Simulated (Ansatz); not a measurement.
Calculated 201Hg nuclear quadrupole resonance for Cs2HgSe2

Cell: a measured structure from the Crystallography Open Database (COD), ions relaxed with PBE at fixed cell.

Space group Pbam (No. 55); a = 8.1849, b = 10.3302, c = 4.7112 Å.

```csv
site,Wyckoff,site symmetry,x,y,z
Cs,4h,..m,0.3901,0.8330,0.5000
Hg,2a,..2/m,0.5000,0.5000,0.0000
Se,4g,..m,0.2264,0.5956,0.0000
```

One atom of each set is listed.

The numbers come from a DFT calculation in Ansatz (PBE, plane waves and PAW, with spin–orbit coupling, 420 eV cutoff, Γ-centred 4×3×6 k-points, Fermi–Dirac smearing 0.02 eV).

201Hg: I = 3/2, Q = 387.0 mb (year-2017 value). Static lattice, zero field.

Problem. At which frequencies do the 201Hg NQR lines lie?

Solution. For I = 3/2 there is one line, ν = (|C_Q|/2)(1 + η²/3)^½.

| site | atoms | V_zz (10²¹ V/m²) | C_Q (MHz) | η | line frequencies (MHz) |
| --- | --- | --- | --- | --- | --- |
| Hg | 2 | -62.8 | -588 | 0.02 | 294.0 |

At Hg V_zz points along the line of its two bonds (within 1°).
